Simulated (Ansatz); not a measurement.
Nb$_{3}$Sn:
```yaml
crystal:
  lattice:
    - [5.30410, 0.00000, 0.00000]
    - [0.00000, 5.30410, 0.00000]
    - [0.00000, 0.00000, 5.30410]
  atoms:
    - { symbol: Sn, position: [0.00000, 0.00000, 0.00000] }
    - { symbol: Sn, position: [0.50000, 0.50000, 0.50000] }
    - { symbol: Nb, position: [0.25000, 0.00000, 0.50000] }
    - { symbol: Nb, position: [0.50000, 0.75000, 0.00000] }
    - { symbol: Nb, position: [0.75000, 0.00000, 0.50000] }
    - { symbol: Nb, position: [0.50000, 0.25000, 0.00000] }
    - { symbol: Nb, position: [0.00000, 0.50000, 0.75000] }
    - { symbol: Nb, position: [0.00000, 0.50000, 0.25000] }
```

Relaxed with r²SCAN.

Map the electron localisation function on the plane through (0.000, 0.000, 0.000) spanned by u = [1, 0, 0] and v = [0, 1, 0] in lattice vectors, from the program Ansatz at the r²SCAN level (PAW).

x is the fraction of u, y of v (the angle between them is 90°; rows are the nearest grid lines); atoms in the plane: Sn at (0.00, 0.00), Nb at (0.50, 0.75), Nb at (0.50, 0.25).
```
|   .--=++=---==---=++=--.   |
|   .--=+=----==----=+=--.   |
|  .:--==-::-+**+-::-==--:.  |
|----===:.:+%@@@@%+:.:===----|
|--==++-..=%@@##@@%=..-++==--|
|==++*+-..+@@#::#@@+..-+*++==|
|++***+-.:*@@*..*@@*:.-+***++|
|+++**+=::=%@%++%@%=::=+**+++|
|===+**=:.-*@@@@@@*-.:=**+===|
|--==+**+-::=*##*=::-+**+==--|
|--==+*#*+=--====--=+*#*+==--|
|====+*##*+==-==-==+*##*+====|
|====+*##*+==-==-==+*##*+====|
|--==+*#*+=--====--=+*#*+==--|
|--==+**+-::=*##*=::-+**+==--|
|===+**=:.-*@@@@@@*-.:=**+===|
|+++**+=::=%@%++%@%=::=+**+++|
|++***+-.:*@@*..*@@*:.-+***++|
|==++*+-..+@@#::#@@+..-+*++==|
|--==++-..=%@@##@@%=..-++==--|
|----===:.:+%@@@@%+:.:===----|
|  .:--==-::-+**+-::-==--:.  |
|   .--=+=----==----=+=--.   |
|   .--=++=---==---=++=--.   |
```
Scale: ten equal steps from 0.001 (start of ' ') to 0.774 (end of '@'), in the order ' .:-=+*#%@'; x runs from 0.000 to 1.00, y from 0.000 (bottom) to 1.00 (top).

The density is the valence pseudo-density with augmentation charge, so density and ELF within about 1 Å of a nucleus are not all-electron values.

Space group Pm-3n (A15 (Cr3Si type)). Symmetry was held in the r²SCAN relaxation. No spin polarisation was allowed. Scalar-relativistic: spin–orbit coupling is off unless named, which matters more the heavier the elements.

Potentials: the later of the program's two PAW sets.
